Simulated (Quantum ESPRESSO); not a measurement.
## Calculated data, AlIn2GaP4 (made-up cell)

Calculation on a made-up crystal cell, not a measurement, rerun at a higher cutoff and a denser mesh: periodic Kohn-Sham density functional theory in plane waves with PseudoDojo standard norm-conserving scalar-relativistic pseudopotentials, each functional with its own files (v0.5 for PBE, v0.4.1 for LDA and PBEsol), no spin polarisation, no spin-orbit coupling, atoms not relaxed, stress positive in tension, energies less a fixed whole-eV offset for each atom's element; levels are Kohn-Sham levels at fractions of this cell's reciprocal vectors, counted from the reference band (half the neutral cell's valence electrons, rounded up) at Gamma; error bars give the change to or from the runs named with them, not the error of the files; each bar is the largest change over components, and at least 0.002 eV, 0.002 eV per angstrom or 0.02 GPa; energies are for the whole cell, and the offsets were chosen from early runs and are not element reference energies. Program: Quantum ESPRESSO 7.5.

Entry: AlIn2GaP4 (made-up cell)

```
CELL_PARAMETERS angstrom
5.63290 -0.06020 -0.07750
-0.06020 5.58190 0.05390
-0.07800 0.05430 5.60360
ATOMIC_POSITIONS crystal
Al 0.99517 0.97336 0.99462
Ga 0.00789 0.46918 0.50759
In 0.48412 0.01064 0.49041
In 0.48682 0.49482 0.01282
P 0.25583 0.24559 0.25508
P 0.23301 0.76964 0.72287
P 0.74231 0.26517 0.72026
P 0.74834 0.76475 0.24113
```

- lattice type: zincblende/diamond
- functional: pbe
- cutoff: 1377 eV
- fermi dirac smearing: 0.025 eV
- scf tolerance: 1e-07 eV
- electrons removed: 0
- k mesh: 6 x 6 x 6, shifted by half a step

Atoms:
```csv
atoms element,atom site,atom energy offset (eV)
Al,1,-64
Ga,2,-2080
In,3,-1808
In,4,-1808
P,5,-189
P,6,-189
P,7,-189
P,8,-189
```

Q: Give the missing stress xz for AlIn2GaP4 (made-up cell).
A: 0.2399 GPa

Further results for AlIn2GaP4 (made-up cell):

* free energy less offsets: 0.7163 eV
* scf iterations: 10
* smearing term minus ts: 0 eV
* pressure: 8.467 GPa
* stress xx: -8.722 GPa
* stress yy: -8.36 GPa
* stress zz: -8.321 GPa
* stress yz: 4.487 GPa
* stress xy: -4.186 GPa
* error bar energy: 0.007236 eV
* error bar stress: 0.02 GPa
* error bar force: 0.002 eV/Å
* error bars from: change from the looser run of this cell

Forces:
```csv
site,x (eV/Å),y (eV/Å),z (eV/Å)
1,0.0446,1.515,-0.6963
2,0.2173,1.608,-1.112
3,2.411,-1.647,0.3714
4,0.813,1.2,-1.994
5,-4.162,0.5377,-1.636
6,-1.314,-1.859,1.731
7,0.9482,-0.538,2.517
8,1.043,-0.8169,0.8188
```
